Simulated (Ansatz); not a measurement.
Relaxation of a relaxed Ag cell, doubled along one cell vector, shaken by Gaussian noise of σ = 0.08 Å a coordinate; 4 atoms in the cell, which starts as P1 (No. 1), aP4; a = b = 2.856 Å, c = 9.446 Å, α = β = 90.00°, γ = 120.00°. Level of theory: PBEsol (plane waves to 420 eV, PAW, scalar-relativistic; Ansatz, a first-principles code). Γ-centred k-mesh 13×13×4 on the run's cell (coarser than for final values), Fermi–Dirac smearing 0.05 eV. This is the first round of the run. 

The optimiser's lines from the output (shortened; P is positive under compression):

```
relax step   1: F+E_penalty+E_count = -30089.10086707 eV  Δ(F+E_penalty+E_count) = +0.000e0 eV  max|allowed force component| = 9.349e-1 eV/Å  Δτ_max = 0.0000 Å  P = +1.000 GPa  Ω = 66.719 Å³  (10 SCF iters, dr2 threshold 1.00e-7 eV, accepted)
relax step   2: F+E_penalty+E_count = -30089.15757025 eV  Δ(F+E_penalty+E_count) = -5.670e-2 eV  max|allowed force component| = 6.929e-1 eV/Å  Δτ_max = 0.1657 Å  P = +2.301 GPa  Ω = 65.679 Å³  (7 SCF iters, dr2 threshold 4.00e-7 eV, accepted)
relax step   3: F+E_penalty+E_count = -30089.20693069 eV  Δ(F+E_penalty+E_count) = -4.936e-2 eV  max|allowed force component| = 8.441e-3 eV/Å  Δτ_max = 0.0639 Å  P = -0.188 GPa  Ω = 66.789 Å³  (7 SCF iters, dr2 threshold 4.00e-7 eV, accepted)
relax step   4: F+E_penalty+E_count = -30089.20716312 eV  Δ(F+E_penalty+E_count) = -2.324e-4 eV  max|allowed force component| = 2.081e-4 eV/Å  Δτ_max = 0.0024 Å  P = +0.001 GPa  Ω = 66.682 Å³  (4 SCF iters, dr2 threshold 2.21e-7 eV, accepted)
relax step   5: F+E_penalty+E_count = -30089.20713997 eV  Δ(F+E_penalty+E_count) = +2.315e-5 eV  max|allowed force component| = 2.360e-4 eV/Å  Δτ_max = 0.0000 Å  P = -0.004 GPa  Ω = 66.682 Å³  stress off target by 6.98e-3 GPa  SCF on the basis re-selected at this cell (its energy is not comparable with the rows above)  (7 SCF iters)
```

From the first to the last row the energy changes by -0.03 eV/atom and the volume by -0.1 %. The last row is marked as not comparable with the walk above it, whose basis was carried along; it does compare with step 1, since both stand on a basis selected at the nominal cutoff for their own cell.

Later rounds, restarted from the end of this one on a renewed k-mesh, logged 5 more steps and released under 0.01 eV/atom more. The final structure after all rounds: P6₃/mmc (No. 194), hP2, hcp (Mg type); a = b = 2.856 Å, c = 4.723 Å, α = β = 90.00°, γ = 120.00°. No spin polarisation in the result.

The relaxed structure here is a generated cell of Ag: the first start was made by placing the elements on the sites of a structure type, and the end was not matched to a known phase here, so it may be hypothetical. Known forms of Ag include space group No. 225.
